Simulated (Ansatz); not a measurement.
Theory: DFT PBE, scalar-relativistic, plane waves, PAW, and for the lanthanide a 4f-in-core norm-conserving potential (Ansatz). All cells share a 660 eV cutoff and Γ-centred k meshes spaced at most about 0.3 Å⁻¹ (about 0.25 or finer for metals, 2π included). No spin polarisation in the final relaxations.

Temperature and zero-point effects are left out. All come from trial cells, and lower structures may exist.

Question: Order these relaxed structures of Nd₄As by energy, lowest first, with the energy over the lowest of them.
A. Space group Cmmm (No. 65), orthorhombic, a = 7.952 Å, b = 10.882 Å, c = 4.059 Å. Around Nd on a site of symmetry m2m lie 1 As at 2.89 Å and 12 Nd at 3.78–4.09 Å; Nd on a site of symmetry 2mm has 2 As at 2.90 Å, 5 Nd at 3.78–3.81 Å and 7 Nd at 4.06–4.14 Å; around As lie 6 Nd at 2.89–2.90 Å.
B. Space group Im-3m (No. 229), cubic, a = 6.979 Å. Around Nd lie 2 As at 3.02 Å and 6 Nd at 3.49 Å; As has 8 Nd at 3.02 Å.

Answer: A (0 meV/atom), B (193 meV/atom). Forms: A Cmmm; B Im-3m. Counting Nd atoms around As (those within 1.25 times the shortest such distance or 1.15 times the sum of covalent radii, 1.27 where that leaves under three): A has As 6; B has As 8.

Cells relaxed within their symmetry can be saddle points. Some types were kept out of the candidates beforehand, so the set may lack a known form.

The lanthanide is trivalent by construction, without f bands, f moments or other valences.
